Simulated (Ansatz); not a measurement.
Below is a relaxed structure of Al2Cu3. The cell was found from a structure generator's guess, not taken from experiment.

The calculation used Ansatz 0.2.0, DFT PBE, scalar-relativistic, plane waves, PAW. Cutoff 420 eV, Γ-centred mesh, Gaussian smearing, no spin polarisation.

```yaml
crystal:
  lattice:
    - [4.52894, -2.26482, 0.00000]
    - [4.52894, 2.26482, 0.00000]
    - [-2.36955, 0.00000, 6.37240]
  atoms:
    - { symbol: Al, position: [0.07849, 0.72069, 0.54548] }
    - { symbol: Al, position: [0.72069, 0.07849, 0.04548] }
    - { symbol: Al, position: [0.27931, 0.92151, 0.95452] }
    - { symbol: Al, position: [0.92151, 0.27931, 0.45452] }
    - { symbol: Cu, position: [0.12770, 0.47095, 0.84935] }
    - { symbol: Cu, position: [0.47095, 0.12770, 0.34935] }
    - { symbol: Cu, position: [0.52906, 0.87230, 0.65065] }
    - { symbol: Cu, position: [0.87230, 0.52906, 0.15065] }
    - { symbol: Cu, position: [0.67215, 0.32785, 0.75000] }
    - { symbol: Cu, position: [0.32785, 0.67215, 0.25000] }
```

The zero of energy is the elements' standard structures at the same level; no fitted shifts are applied.

**Question.** Find its symmetry and describe it.

**Answer.** C2/c (No. 15), with Al and Cu ordered on hcp sites. Conventional cell: a = 9.058 Å, b = 4.530 Å, c = 6.799 Å, β = 110.4°. Al is surrounded by 9 Cu at 2.57–2.68 Å and 3 Al at 2.64–2.74 Å; Cu on a site of symmetry 1 is surrounded by 6 Al at 2.60–2.68 Å and 6 Cu at 2.60–2.70 Å; Cu on a site of symmetry 2 has 6 Al at 2.57–2.67 Å and 6 Cu at 2.65–2.70 Å.

**Question.** How far does it lie from the elements in energy?

**Answer.** −0.20 eV/atom. It lies below the elements, which doesn't yet make it stable against other compounds or structures.

**Question.** Is it a metal?

**Answer.** Yes, bands cross the Fermi level on the 10×10×6 mesh.

The last run used a 10×10×6 mesh (in the run's order of axes) for its 10-atom cell and Gaussian smearing of 0.10 eV. Symmetry constrained the relaxation, so the result can be a saddle point.
